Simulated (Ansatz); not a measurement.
Property card for CdTe

CdTe:
```xyz
6
Lattice="4.5612 0.0000 0.0000 -2.2806 3.9501 0.0000 0.0000 0.0000 10.4692" Properties=species:S:1:pos:R:3 pbc="T T T"
Cd     2.2823     0.0000     3.4897
Cd    -1.1412     1.9766     6.9795
Cd     1.1394     1.9735     0.0000
Te     2.2814     0.0000     8.7243
Te    -1.1407     1.9757     1.7449
Te     1.1399     1.9744     5.2346
```

Space group P6_422 (No. 181); conventional cell a = 4.561 Å, b = 4.561 Å, c = 10.469 Å, α = 90.00°, β = 90.00°, γ = 120.00°.

Method: r²SCAN (plane waves, PAW; program Ansatz). Structure relaxed to zero pressure with the same functional. Other levels are named where they apply.

### Cell and energy

```json
{
  "volume_per_atom": "31.44 Å³",
  "density": "6.34 g/cm³",
  "Formation energy from the elements (no fitted shifts)": "-0.47 eV/atom"
}
```

### Electronic structure

```json
{
  "band_gap": "0.60 eV (indirect)",
  "valence_band_maximum": "at A",
  "conduction_band_minimum": "at Γ",
  "smallest_direct_gap_on_the_standard_path": "0.72 eV",
  "electron_effective_mass": "0.054, 0.078, 0.078 mₑ (principal values)",
  "hole_effective_mass": "0.28, 0.28, 0.50 mₑ (principal values)",
  "HSE06 gap on the r²SCAN cell": "0.87 eV",
  "Gap with spin–orbit coupling": "0.50 eV"
}
```

### Mechanics

```json
{
  "mechanical_stability": "stable (all eigenvalues of C positive)",
  "hill_bulk_and_shear_moduli": "45.2 and 18.2 GPa",
  "Young's modulus": "48.2 GPa",
  "Poisson's ratio": "0.32",
  "debye_temperature_from_the_elastic_constants": "179 K",
  "Piezoelectric stress constants (proper, relaxed ions, C/m²)": "e14 = 0.41, e25 = -0.41"
}
```

### Phonons

```json
{
  "Highest zone-centre frequency (without LO–TO term)": "160 cm^-1",
  "zone_centre_stability": "no imaginary mode at Γ"
}
```

The workflow started from a Materials Project entry (that database holds measured and hypothetical structures alike); the Crystallography Open Database copy checked does not list it. It is not the phase usual at ambient conditions (space group No. 216). The cell was relaxed with r²SCAN under the symmetry of its start. Point labels and valley counts follow the cell and symmetry of the run, lower than the named group. Signs of piezoelectric constants follow the polarity of the cell as given. The references are the lowest solids computed at this level, not always the standard phases. Scalar-relativistic: spin–orbit coupling is off unless named, which matters more the heavier the elements.

Potentials: the later of the program's two PAW sets.
